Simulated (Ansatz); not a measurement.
Values for one crystal, relaxed and computed with plane-wave PAW PBE (Ansatz code); other levels are named.

| Quantity | Result |
|---|---|
| Volume per atom | 13.69 Å³ |
| Electronic character | metallic (no gap) |
| Formation energy from the elements (no fitted shifts) | -0.57 eV/atom |
| Gap with spin–orbit coupling | none (metallic) |
| Density of states at the Fermi level | 0.37 states/eV per atom (mean over ±0.08 eV) |

**Question.** Pick the material that matches.
A) CoSi, P2_13 (Co on 4a, Si on 4a)
B) Y3Si5, P-62m (Y on 3f, Si on 2d, Si on 3g)
C) Ta2SiN, P6_3/mmc (Si on 2d, Ta on 4f, N on 2a)
D) SiMo2N, P6_3/mmc (Si on 2d, Mo on 4f, N on 2a)

**Answer.** C, Ta2SiN, P6_3/mmc (Si on 2d, Ta on 4f, N on 2a)

The start of the workflow was typed in or built on a structure type; neither database checked (COD, Materials Project) lists it. Whether it is the stable phase at ambient conditions was not checked. The cell was relaxed with PBE under the symmetry of its start; whether a distortion lowers the energy is not shown. The run is not spin-polarised. The references are the lowest solids computed at this level, not always the standard phases (solids in place of the gases). Scalar-relativistic: spin–orbit coupling is off unless named, which matters more the heavier the elements.

Potentials: the earlier of the program's two PAW sets.
